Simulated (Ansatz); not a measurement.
BaIrO3:
```yaml
crystal:
  lattice:
    - [4.00082, 0.00000, 0.00000]
    - [0.00000, 4.00082, 0.00000]
    - [0.00000, 0.00000, 4.00082]
  atoms:
    - { symbol: Ir, position: [0.00000, 0.00000, 0.00000] }
    - { symbol: Ba, position: [0.50000, 0.50000, 0.50000] }
    - { symbol: O, position: [0.50000, 0.00000, 0.00000] }
    - { symbol: O, position: [0.00000, 0.50000, 0.00000] }
    - { symbol: O, position: [0.00000, 0.00000, 0.50000] }
```

Relaxed with PBEsol. Special points in fractions of this cell's reciprocal vectors: Γ (0.000, 0.000, 0.000); X (0.000, 0.500, 0.000); M (0.500, 0.500, 0.000); R (0.500, 0.500, 0.500).

List the band energies nearest the Fermi level at these points for the program Ansatz at the PBEsol with spin–orbit coupling level (PAW).

In eV from the Fermi level; about four levels below and three above (degenerate sets whole), none deeper than 8.9 eV; points with the same levels are listed once.

| k | below | above |
|---|---|---|
| Γ | -0.36 -0.36 -0.36 -0.36 | 3.19 3.19 3.19 3.19 |
| X | -0.51 -0.51 -0.43 -0.43 | 0.13 0.13 2.28 2.28 |
| M | -0.63 -0.63 -0.29 -0.29 | 0.34 0.34 0.89 0.89 |
| R | -2.12 -2.12 -2.12 -2.12 | 0.48 0.48 0.48 0.48 |

Space group Pm-3m (cubic perovskite). The workflow started from an entry of the Crystallography Open Database (COD). Its standing as an ambient phase is unchecked. The PBEsol relaxation kept the symmetry of its start; of distortions, only those at the zone centre were tested. No spin polarisation was allowed. With an odd number of electrons in the cell and no spin polarisation, the count alone makes it a metal.

Potentials: the later of the program's two PAW sets.
